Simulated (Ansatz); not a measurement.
TiN:
```cif
data_NTi
_chemical_formula_sum 'Ti1 N1'
_space_group_name_H-M_alt 'P 1'
_space_group_IT_number 1
_cell_length_a 3.00272
_cell_length_b 3.00272
_cell_length_c 3.00272
_cell_angle_alpha 60.000
_cell_angle_beta 60.000
_cell_angle_gamma 60.000
loop_
_space_group_symop_operation_xyz
  'x, y, z'
loop_
_atom_site_label
_atom_site_type_symbol
_atom_site_fract_x
_atom_site_fract_y
_atom_site_fract_z
_atom_site_occupancy
Ti1 Ti 0.00000 0.00000 0.00000 1
N1 N 0.50000 0.50000 0.50000 1
```

Relaxed with PBE.

### Question
Which orbitals make up the states near the Fermi level in plane-wave PAW PBE (Ansatz code)?

### Answer
Within 0.5 eV of the Fermi level: Ti 3d 84 %, N 2p 13 %. Projections are on Löwdin-orthogonalised atomic valence shells; empty p or d shells of many metals are not among them.

### Question
Tabulate the density of states.

### Answer
States/eV per cell of 2 atoms, in 0.25 eV bins, energy from the Fermi level.

```tsv
E (eV)	total	Ti 3d	N 2p	N 2s
-7.85	0.17	0.05	0.10	0.00
-7.60	0.30	0.08	0.18	0.00
-7.35	0.45	0.12	0.27	0.01
-7.10	0.69	0.18	0.41	0.01
-6.85	1.09	0.28	0.67	0.02
-6.60	1.23	0.29	0.79	0.02
-6.35	1.32	0.27	0.89	0.02
-6.10	0.95	0.18	0.67	0.01
-5.85	0.94	0.14	0.71	0.01
-5.60	0.86	0.20	0.60	0.01
-5.35	3.40	1.10	2.19	0.02
-5.10	3.30	1.12	2.11	0.01
-4.85	2.33	0.76	1.50	0.01
-4.60	1.70	0.55	1.11	0.01
-4.35	1.37	0.42	0.91	0.01
-4.10	1.12	0.33	0.76	0.01
-3.85	0.94	0.25	0.66	0.00
-3.60	0.78	0.19	0.57	0.00
-3.35	0.53	0.11	0.41	0.00
-3.10	0.23	0.06	0.16	0.00
-2.85	0.15	0.04	0.11	0.00
-2.60	0.13	0.05	0.08	0.00
-2.35	0.13	0.07	0.06	0.00
-2.10	0.14	0.10	0.04	0.00
-1.85	0.19	0.14	0.04	0.00
-1.60	0.24	0.18	0.06	0.00
-1.35	0.31	0.24	0.07	0.00
-1.10	0.39	0.30	0.08	0.00
-0.85	0.48	0.39	0.09	0.00
-0.60	0.62	0.52	0.09	0.00
-0.35	0.72	0.60	0.10	0.00
-0.10	0.81	0.68	0.11	0.01
0.15	0.91	0.77	0.12	0.01
0.40	1.04	0.89	0.13	0.01
0.65	1.26	1.08	0.15	0.01
0.90	1.47	1.29	0.14	0.01
1.15	1.69	1.50	0.16	0.01
1.40	2.27	2.03	0.20	0.02
1.65	3.09	2.83	0.21	0.02
1.90	2.90	2.57	0.28	0.02
2.15	3.64	3.00	0.56	0.01
2.40	3.60	3.23	0.32	0.01
2.65	0.80	0.61	0.15	0.03
2.90	0.90	0.66	0.16	0.05
3.15	1.15	0.82	0.18	0.11
3.40	1.18	0.82	0.19	0.12
3.65	1.38	0.93	0.21	0.18
3.90	1.63	1.08	0.28	0.19
4.15	1.41	0.91	0.30	0.13
4.40	1.23	0.78	0.31	0.09
4.65	1.12	0.70	0.32	0.06
```

Space group Fm-3m (rock salt). The PBE relaxation kept the symmetry of its start. No spin polarisation was allowed. With an odd number of electrons in the cell and no spin polarisation, the count alone makes it a metal.

Potentials: the earlier of the program's two PAW sets.
